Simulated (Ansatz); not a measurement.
A geometry of HfO₂ away from equilibrium: step 2 of the relaxation of a relaxed HfO2 cell stretched uniformly to 150 % of its volume. Calculation: PBE (plane waves to 420 eV, PAW, scalar-relativistic; Ansatz, a program for electronic structure). Γ-centred k-mesh 6×6×4 on the run's cell (coarser than for final values), Fermi–Dirac smearing 0.05 eV. The plane waves were selected for a different cell earlier on the path.

```
CELL_PARAMETERS angstrom
      3.92534     0.00000     0.00000
      0.00000     3.92534     0.00000
      0.00000     0.00000     5.77412
ATOMIC_POSITIONS crystal
  Hf 0.00000 0.00000 0.00000
  Hf 0.50000 0.50000 0.50000
  O  0.00000 0.50000 0.18662
  O  0.00000 0.50000 0.68662
  O  0.50000 0.00000 0.31338
  O  0.50000 0.00000 0.81338
```

Give the Cartesian forces on all atoms (eV/Å).


```
atom    Fx    Fy     Fz
----  ----  ----  -----
Hf1   0.00  0.00   0.00
Hf2   0.00  0.00   0.00
O3    0.00  0.00  -1.02
O4    0.00  0.00  -1.02
O5    0.00  0.00   1.02
O6    0.00  0.00   1.02
```

The path ends in P4₂/nmc (No. 137). No spin polarisation in the result.

The run could not lose the symmetry of its start.
